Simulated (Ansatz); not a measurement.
The calculation used Ansatz 0.2.0, DFT PBE, scalar-relativistic, plane waves, PAW. All cells share a 420 eV cutoff and Γ-centred k meshes spaced at most about 0.3 Å⁻¹ (about 0.25 or finer for metals, 2π included). No spin polarisation in the final relaxations.

Each of these unrelaxed guesses is relaxed in cell and atoms within its symmetry. A guess keeps its type if space group and coordination stay and the shape of the cell changes little (axis ratios within about 15 %, angles within 6°); the volume may change.

1. KTe2Cl

```
K Te Cl
1.0
     5.54321    0.00000    0.00000
    -2.77160    4.80056    0.00000
     0.00000    0.00000    5.08806
K Te Cl
1 2 1
Cartesian
  0.0000 0.0000 2.5440
  0.0000 3.2004 2.5440
  2.7716 1.6002 2.5440
  0.0000 0.0000 0.0000
```

2. Li2H7

```
Li H
1.0
     2.05501   -3.62459    0.00000
     2.05501    3.62459    0.00000
    -1.52334    0.00000    5.29905
Li H
2 7
Cartesian
  3.3444 0.0000 1.2286
  -0.7577 0.0000 4.0704
  0.2658 -1.8123 2.6495
  0.2658 1.8123 2.6495
  1.2737 1.2181 4.4780
  1.2737 -1.2181 4.4780
  1.3129 -1.2181 0.8210
  1.3129 1.2181 0.8210
  1.2933 0.0000 2.6495
```

Problem. Which guesses survive the relaxation?

Solution. Guess 1 keeps its type.

```json
{"guess": "1", "kept": "yes", "start group": "P6/mmm", "end group": "P6/mmm", "V start (Å³/atom)": "33.8", "V end": "41.4", "b/a and c/a, end over start": "1.00, 1.09", "nearest neighbours start": "Cl 2, K 2, Te 6", "nearest neighbours end": "Cl 2, K 2, Te 6"}
{"guess": "2", "kept": "no", "start group": "C2/m", "end group": "C2/m", "V start (Å³/atom)": "8.8", "V end": "7.1", "b/a and c/a, end over start": "0.61, 0.89", "nearest neighbours start": "H 8, Li 14", "nearest neighbours end": "H 1/4, Li 4"}
```

Neighbours count within 15 % of an atom's shortest distance; end groups are read at 0.02 Å (0.05 Å in metals).

Spin–orbit coupling, which can matter for Te, is left out. A magnetic state wasn't ruled out in cells without spin, among them KTe2Cl P6/mmm, Li2H7 C2/m. Cells relaxed within their symmetry can be saddle points.

In counts of neighbours, a slash parts the counts of unlike sites.
